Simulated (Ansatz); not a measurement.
Polymorphs of In, each relaxed with the program Ansatz at the PBEsol level (PAW):

A: diamond (Fd-3m)
a = 6.566 Å, b = 6.566 Å, c = 6.566 Å, α = 90.00°, β = 90.00°, γ = 90.00°

```csv
atom,site,symmetry,x,y,z
In,8b,-43m,0.5000,0.5000,0.5000
```

B: Cmce
a = 5.1705 Å, b = 8.6616 Å, c = 5.0512 Å, α = 90.00°, β = 90.00°, γ = 90.00°

| atom | site | symmetry | x | y | z |
|---|---|---|---|---|---|
| In | 8f | m.. | 0.0000 | 0.3437 | 0.4151 |

Rank these by energy per atom at 0 K (lowest first), as PBEsol gives it.

B (+0 meV/atom), A (+328 meV/atom)

Typed or built starts, not in the databases checked: A; B. Not the usual ambient phase: A; B. Unstable at this level: A. All cells were relaxed under the symmetry of their starts (and spin orders); stability against distortions was not tested throughout. Spin–orbit coupling is left out wherever it is not named.

Energies hold the estimated change up to a 700 eV cutoff; steps of a few meV lie near the error of the meshes.

Potentials: the earlier of the program's two PAW sets. The files were generated under PBE; for other functionals the program regenerates the frozen cores, and for LDA and PBEsol the local potential too.
